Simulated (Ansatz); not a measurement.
A geometry of SnO₂ away from equilibrium: step 2 of the relaxation of a relaxed SnO2 cell, doubled along one cell vector, shaken by Gaussian noise of σ = 0.08 Å a coordinate. Computed with PBE (plane waves to 420 eV, PAW, scalar-relativistic; Ansatz, an electronic-structure program). Γ-centred k-mesh 5×3×7 on the run's cell (coarser than for final values), Fermi–Dirac smearing 0.05 eV.

```xyz
12
Lattice="4.8205 -0.0011 -0.0131 -0.0022 9.6668 -0.0512 -0.0088 -0.0172 3.2533" Properties=species:S:1:pos:R:3 pbc="T T T"
Sn     2.4584     2.4030     1.5829
Sn     2.4647     7.2448     1.5575
Sn     0.0545     0.0164     0.0126
Sn     0.0651     4.8199    -0.1024
O      3.8855     3.9194     1.6295
O      3.9338     8.7553     1.5776
O      1.4795     3.2934    -0.0199
O      1.4930     8.1515    -0.0616
O      3.3873     1.4968    -0.0074
O      3.4262     6.3557    -0.0298
O      0.9855     0.9160     1.6322
O      1.0096     5.7362     1.5694
```

**Question.** What forces act on the atoms (eV/Å)?

**Answer.** 
| atom | Fx | Fy | Fz |
|---|---|---|---|
| Sn1 | -0.16 | 0.02 | 0.56 |
| Sn2 | -0.02 | 0.16 | 0.39 |
| Sn3 | -0.01 | -0.24 | -0.06 |
| Sn4 | -0.02 | 0.49 | 1.31 |
| O5 | -0.03 | -0.11 | -0.98 |
| O6 | -0.23 | -0.11 | -0.08 |
| O7 | 0.02 | 0.15 | -0.19 |
| O8 | 0.12 | 0.10 | 0.01 |
| O9 | 0.19 | -0.12 | -0.28 |
| O10 | 0.14 | -0.24 | -0.42 |
| O11 | 0.10 | 0.09 | 0.01 |
| O12 | -0.10 | -0.19 | -0.27 |

**Question.** What is the pressure?

**Answer.** -0.5 GPa, compression positive.

No spin polarisation in the result.
